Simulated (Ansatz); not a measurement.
## Moving the dispersion correction in HfIn4SiO6

The cell as given:

```yaml
crystal:
  lattice:
    - [2.71585, -4.70357, 0.00833]
    - [2.71585, 4.70357, 0.00833]
    - [-1.87915, 0.00000, 7.40127]
  atoms:
    - { symbol: Hf, position: [0.78835, 0.21165, 0.00000] }
    - { symbol: In, position: [0.62175, 0.37825, 0.50000] }
    - { symbol: In, position: [0.45502, 0.54498, 0.00000] }
    - { symbol: In, position: [0.28407, 0.71593, 0.50000] }
    - { symbol: In, position: [0.95814, 0.04186, 0.50000] }
    - { symbol: Si, position: [0.12168, 0.87832, 0.00000] }
    - { symbol: O, position: [0.06219, 0.11415, 0.86666] }
    - { symbol: O, position: [0.88585, 0.93781, 0.13334] }
    - { symbol: O, position: [0.79490, 0.53784, 0.86663] }
    - { symbol: O, position: [0.46216, 0.20510, 0.13337] }
    - { symbol: O, position: [0.15352, 0.62879, 0.13333] }
    - { symbol: O, position: [0.37121, 0.84648, 0.86667] }
```

The cell comes from a database or a generator and needn't be the stable form of this composition.

Kept alike: task relaxation of cell and atoms; functional PBE; k mesh 4 × 4 × 3; occupations fermi-dirac, width 0.05 eV; no spin polarisation. Program: Ansatz, Ansatz PAW, cutoff 420 eV. The mesh is that of the run's cell of 12 atoms. No spin-orbit coupling.

| dispersion correction | volume (Å³/atom) | first edge of the run's cell (Å) | third edge of the run's cell (Å) |
| --- | --- | --- | --- |
| D3(BJ) | 15.227 | 5.390 | 7.492 |
| D3(BJ)-ATM | 15.279 | 5.393 | 7.507 |
| D4 | 15.233 | 5.389 | 7.497 |

For a metal such a mesh leaves the last digits unconverged. Relaxations stop with a little pressure left, so the last digits of a volume or edge aren't settled. Ansatz's relaxations hold a Pulay term in the stress (up to 0.5 GPa here).

**Question.** What does the dispersion correction change here?

**Answer.** The volume runs from 15.227 (D3(BJ)) to 15.279 Å³/atom (D3(BJ)-ATM). The first edge of the run's cell runs from 5.389 (D4) to 5.393 Å (D3(BJ)-ATM). The third edge of the run's cell runs from 7.492 (D3(BJ)) to 7.507 Å (D3(BJ)-ATM).
